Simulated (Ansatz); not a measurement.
A scan (energy against volume; even scaling of the relaxed cell, symmetry kept) gave these values. Level of theory: PBE (plane waves to 420 eV, PAW, scalar-relativistic; Ansatz, a first-principles code).

The bulk modulus B₀ (third-order Birch-Murnaghan fit) is 149 GPa, the pressure derivative B₀′ (fit) is 3.6 and the equilibrium volume of the fit comes out as 10.19 Å³/atom.

Task: Of these crystals, all scanned alike, which one is it?
A. CaB₆ (space group Pm-3m)
B. Na (bcc, W type)
C. CsPbBr₃ (cubic perovskite)
D. LaSe (rock salt)

Result: A, CaB₆ (space group Pm-3m). The others have, for the bulk modulus: CsPbBr3 18.5 GPa, LaSe 68.4 GPa, Na 7.8 GPa

All were relaxed with their symmetry unable to fall. LaSe is run without spin polarisation. Spin-orbit coupling is left out. This is a high-temperature form of CsPbBr3.

(Under strain, the slope of the energy per volume gives the stress and its curvature an elastic modulus.)
